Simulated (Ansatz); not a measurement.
Relaxed Na (bcc, W type):

```
CELL_PARAMETERS angstrom
     -4.19651     4.19651     4.19651
      2.09826    -2.09826     2.09826
      2.09826     2.09826    -2.09826
ATOMIC_POSITIONS crystal
  Na 0.00000 0.00000 0.00000
  Na 0.50000 0.00000 0.00000
```

In this cell atom 1 (Na, nearest neighbour Na at 3.634 Å; its periodic images, 3.6 Å or more away, move with it) is moved by s along Cartesian x, unit vector (1.000, 0.000, 0.000); all other atoms and the cell stay fixed.

Method: PBE (plane waves to 420 eV, PAW, scalar-relativistic; Ansatz, a quantum-chemistry and plane-wave program). k mesh 13×13×13 (Γ-centred), Fermi-Dirac smearing 0.05 eV. Energies are smeared free energies. With partly filled bands, energies and forces of such displacements shift with the k mesh and the smearing. Na was relaxed with its symmetry unable to fall. The zero of ΔE is the undisplaced structure. The last digit holds for this mesh only.

```
s (Å)   ΔE (meV/cell)
------  -------------
-1.090          156.5
-0.872          107.8
-0.654           64.1
-0.436       withheld
-0.218            7.6
0.000             0.0
0.218             7.6
0.436        withheld
0.654            64.1
0.872           107.8
1.090           156.5
```

Q: Fit an even polynomial form (powers 2, 4) to the given rows and predict ΔE at s = -0.436.

A: Least squares on the 9 given rows: ΔE = (159.9)·s² + (-23.72)·s⁴, in meV/cell with s in Å; root-mean-square residual 0.05 meV/cell. At -0.436 the fit gives 29.5 meV/cell; the calculation gives 29.6 meV/cell, so the interpolation is off by -0.1 (-0.3 %). The quadratic term alone would give 30.4 meV/cell.

(A displaced cell: forces are minus the slopes of the energy, force constants its curvatures, and phonons follow from these.)
